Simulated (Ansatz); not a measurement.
**BaZnSbF (P4/nmm): electronic heat capacity and spin susceptibility from the density of states**

Method: Ansatz 0.2.0, DFT PBE, scalar-relativistic, plane waves, PAW.

Settings: cutoff 420 eV, Γ-centred mesh 8×8×4 on the computed 8-atom cell, Gaussian smearing of 0.10 eV; no spin polarisation.

Relaxed cell: P4/nmm, a = 4.475 Å, b = 4.475 Å, c = 9.876 Å, α = 90.00°, β = 90.00°, γ = 90.00°, 8 atoms in the primitive cell.

The density of states at the Fermi level is 0.860 states/eV in the cell of 8 atoms (2 formula units; both spins, tetrahedra on a 12×12×6 mesh).

Q: What Sommerfeld coefficient and Pauli susceptibility does this give?

A: Per formula unit N(E_F) = 0.430 states/eV. γ = (π²/3) k_B² N(E_F) N_A = 2.357 mJ/(mol K²) per state/eV, so γ = 1.0 mJ/(mol K²), a mole of formula units. χ_P = μ_B² N(E_F) N_A = 3.23×10⁻⁵ emu/mol per state/eV gives 1.4×10⁻⁵ emu/mol. This is the bare band result: a measured γ of the same phase is as a rule larger by a factor 1 + λ from phonons and spin fluctuations, the spin part of χ is larger by the Stoner factor, and a measured χ also holds orbital and core terms. N(E_F) at one energy is sensitive to the mesh where the density of states has sharp peaks.

Spin-orbit coupling is left out, which matters for the bands of heavy elements.